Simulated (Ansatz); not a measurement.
Phonons of Cs (bcc, W type) at N = (0.5, 0.0, 0.0), H = (0.5, 0.5, 0.5).

Cs (bcc, W type)

```xyz
1
Lattice="-3.0784 3.0784 3.0784 3.0784 -3.0784 3.0784 3.0784 3.0784 -3.0784" Properties=species:S:1:pos:R:3 pbc="T T T"
Cs     0.0000     0.0000     0.0000
```

Method: PBE (plane waves to 420 eV, PAW, scalar-relativistic; Ansatz, a first-principles code). DFPT wavenumbers on a 12×12×12 k mesh, in cm⁻¹ and rounded to 5; i marks imaginary ones, q is in fractions of the reciprocal vectors of the cell shown, and the three acoustic modes at Γ are left out. Cs was relaxed with its symmetry unable to fall. The PAW data are Ansatz's earlier set.

```csv
q,wavenumbers (cm⁻¹)
"N = (0.5, 0.0, 0.0)","5, 20, 35"
"H = (0.5, 0.5, 0.5)",35 (×3)
```

Highest mode: 35 cm⁻¹ at N = (0.5, 0.0, 0.0).
